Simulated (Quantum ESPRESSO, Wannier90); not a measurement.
## Tight-binding from DFT: CsAu (CsCl type)

Structure: Materials Project mp-2667, symmetrised, not relaxed again. COD (Crystallography Open Database) has an entry of this formula and space group (matched by these alone). Method: PBEsol plane waves in Quantum ESPRESSO 7.5 (PseudoDojo norm-conserving files, 61 Ry, no spin polarisation, no spin-orbit coupling), Bloch states on a 8×8×8 mesh through Γ, Wannier90 4.0.1. Density: 10×10×10 mesh, cold smearing 0.01 Ry. Spin-orbit coupling is left out although heavy elements are present.

On the energy scale of pw.x, whose zero is arbitrary, the valence-band maximum lies at 6.78 eV.

Input w.win:

```
num_bands = 3
num_wann = 3
exclude_bands = 1,5-37
num_iter = 1000
conv_tol = 1.0e-6
conv_window = 4
write_hr = true
write_u_matrices = true
auto_projections = true
begin unit_cell_cart
ang
    4.2828500000    0.0000000000    0.0000000000
    0.0000000000    4.2828500000    0.0000000000
    0.0000000000    0.0000000000    4.2828500000
end unit_cell_cart
begin atoms_frac
Cs   0.0000000000  0.0000000000  0.0000000000
Au   0.5000000000  0.5000000000  0.5000000000
end atoms_frac
mp_grid = 8 8 8
begin kpoints
0.0000000000 0.0000000000 0.0000000000
0.0000000000 0.0000000000 0.1250000000
0.0000000000 0.0000000000 0.2500000000
... (509 more lines: the 8x8x8 mesh through Gamma)
end kpoints
```

Input of pw2wannier90.x that gives the overlap and projection files (equivalent; here they were cut from one run over all bands):

```
&inputpp
  outdir = './out'
  prefix = 'pwscf'
  seedname = 'w'
  write_amn = .true.
  write_mmn = .true.
  atom_proj = .true.
  atom_proj_exclude = 1 2 3 4 5 6 10 11 12 13 14 15
/
```

Output w.wout (banner and timings cut):

```
                                    ------
                                    SYSTEM
                                    ------

                              Lattice Vectors (Ang)
                    a_1     4.282850   0.000000   0.000000
                    a_2     0.000000   4.282850   0.000000
                    a_3     0.000000   0.000000   4.282850

                   Unit Cell Volume:      78.55948  (Ang^3)

                        Reciprocal-Space Vectors (Ang^-1)
                    b_1     1.467057   0.000000   0.000000
                    b_2     0.000000   1.467057   0.000000
                    b_3     0.000000   0.000000   1.467057

 *----------------------------------------------------------------------------*
 |   Site       Fractional Coordinate          Cartesian Coordinate (Ang)     |
 +----------------------------------------------------------------------------+
 | cs   1   0.00000   0.00000   0.00000   |    0.00000   0.00000   0.00000    |
 | au   1   0.50000   0.50000   0.50000   |    2.14142   2.14142   2.14142    |
 *----------------------------------------------------------------------------*
                                ------------
                                K-POINT GRID
                                ------------

             Grid size =  8 x  8 x  8      Total points =  512

 *---------------------------------- MAIN ------------------------------------*
 |  Number of Wannier Functions               :                 3             |
 |  Number of Objective Wannier Functions     :                 3             |
 |  Number of input Bloch states              :                 3             |
 |  Output verbosity (1=low, 5=high)          :                 1             |
 |  Timing Level (1=low, 5=high)              :                 1             |
 |  Optimisation (0=memory, 3=speed)          :                 3             |
 |  Length Unit                               :               Ang             |
 |  Post-processing setup (write *.nnkp)      :                 F             |
 |  Using Gamma-only branch of algorithms     :                 F             |
 *----------------------------------------------------------------------------*
 *------------------------------- WANNIERISE ---------------------------------*
 |  Total number of iterations                :              1000             |
 |  Number of CG steps before reset           :                 5             |
 |  Trial step length for line search         :             2.000             |
 |  Convergence tolerence                     :         0.100E-05             |
 |  Convergence window                        :                 4             |
 |  Iterations between writing output         :                 1             |
 |  Iterations between backing up to disk     :               100             |
 |  Write r^2_nm to file                      :                 F             |
 |  Write xyz WF centres to file              :                 F             |
 |  Write on-site energies <0n|H|0n> to file  :                 F             |
 |  Use guiding centre to control phases      :                 F             |
 |  Use phases for initial projections        :                 F             |
 *----------------------------------------------------------------------------*
 *-------------------------------- PLOTTING ----------------------------------*
 |  Plotting Hamiltonian in WF basis          :                 T             |
 *----------------------------------------------------------------------------*

 *---------------------------------- K-MESH ----------------------------------*
 +----------------------------------------------------------------------------+
 |                    Distance to Nearest-Neighbour Shells                    |
 |                    ------------------------------------                    |
 |          Shell             Distance (Ang^-1)          Multiplicity         |
 |          -----             -----------------          ------------         |
 |             1                   0.183382                      6            |
 |             2                   0.259341                     12            |
 |             3                   0.317627                      8            |
 |             4                   0.366764                      6            |
 |             5                   0.410055                     24            |
 |             6                   0.449193                     24            |
 |             7                   0.518683                     12            |
 |             8                   0.550146                     30            |
       ... (lines left out)
 +----------------------------------------------------------------------------+
 | The b-vectors are chosen automatically                                     |
 | The following shells are used:                       1                     |
 +----------------------------------------------------------------------------+
 |                        Shell   # Nearest-Neighbours                        |
 |                        -----   --------------------                        |
 |                          1               6                                 |
 +----------------------------------------------------------------------------+
 | Completeness relation is fully satisfied [Eq. (B1), PRB 56, 12847 (1997)]  |
 +----------------------------------------------------------------------------+
 |                  b_k Vectors (Ang^-1) and Weights (Ang^2)                  |
 |                  ----------------------------------------                  |
 |            No.         b_k(x)      b_k(y)      b_k(z)        w_b           |
 |            ---        --------------------------------     --------        |
 |             1         0.000000    0.000000    0.183382    14.868117        |
 |             2         0.000000    0.183382    0.000000    14.868117        |
 |             3         0.183382    0.000000    0.000000    14.868117        |
 |             4         0.000000    0.000000   -0.183382    14.868117        |
 |             5         0.000000   -0.183382    0.000000    14.868117        |
 |             6        -0.183382    0.000000    0.000000    14.868117        |
 +----------------------------------------------------------------------------+
 |                           b_k Directions (Ang^-1)                          |
 |                           -----------------------                          |
 |            No.           x           y           z                         |
 |            ---        --------------------------------                     |
 |             1         0.000000    0.000000    0.183382                     |
 |             2         0.000000    0.183382    0.000000                     |
 |             3         0.183382    0.000000    0.000000                     |
 +----------------------------------------------------------------------------+

 Starting a new Wannier90 calculation ...

 Reading overlaps from w.mmn

 Reading projections from w.amn

 *------------------------------- WANNIERISE ---------------------------------*
 +--------------------------------------------------------------------+<-- CONV
 | Iter  Delta Spread     RMS Gradient      Spread (Ang^2)            |<-- CONV
 +--------------------------------------------------------------------+<-- CONV

 ------------------------------------------------------------------------------
 Initial State
  WF centre and spread    1  (  2.141425,  2.141425,  2.141425 )     0.35948348
  WF centre and spread    2  (  2.141425,  2.141425,  2.141425 )     0.35948348
  WF centre and spread    3  (  2.141425,  2.141425,  2.141425 )     0.35948348
  Sum of centres and spreads (  6.424275,  6.424275,  6.424275 )     1.07845045

      0     0.108E+01     0.0000000000        1.0784504452  <-- CONV
        O_D=      0.0000000 O_OD=      0.0000000 O_TOT=      1.0784504 <-- SPRD
 ------------------------------------------------------------------------------
      1    -0.444E-15     0.0000002836        1.0784504452  <-- CONV
        O_D=      0.0000000 O_OD=      0.0000000 O_TOT=      1.0784504 <-- SPRD
      2    -0.888E-15     0.0000002826        1.0784504452  <-- CONV
        O_D=      0.0000000 O_OD=      0.0000000 O_TOT=      1.0784504 <-- SPRD
      3    -0.133E-14     0.0000002807        1.0784504452  <-- CONV
        O_D=      0.0000000 O_OD=      0.0000000 O_TOT=      1.0784504 <-- SPRD
      4    -0.178E-14     0.0000002779        1.0784504452  <-- CONV
        O_D=      0.0000000 O_OD=      0.0000000 O_TOT=      1.0784504 <-- SPRD
             <<<     Delta < 1.000E-06  over  4 iterations     >>>
             <<< Wannierisation convergence criteria satisfied >>>
 Final State
  WF centre and spread    1  (  2.141425,  2.141425,  2.141425 )     0.35948348
  WF centre and spread    2  (  2.141425,  2.141425,  2.141425 )     0.35948348
  WF centre and spread    3  (  2.141425,  2.141425,  2.141425 )     0.35948348
  Sum of centres and spreads (  6.424275,  6.424275,  6.424275 )     1.07845045

         Spreads (Ang^2)       Omega I      =     1.078450445
        ================       Omega D      =     0.000000000
                               Omega OD     =     0.000000000
    Final Spread (Ang^2)       Omega Total  =     1.078450445
```
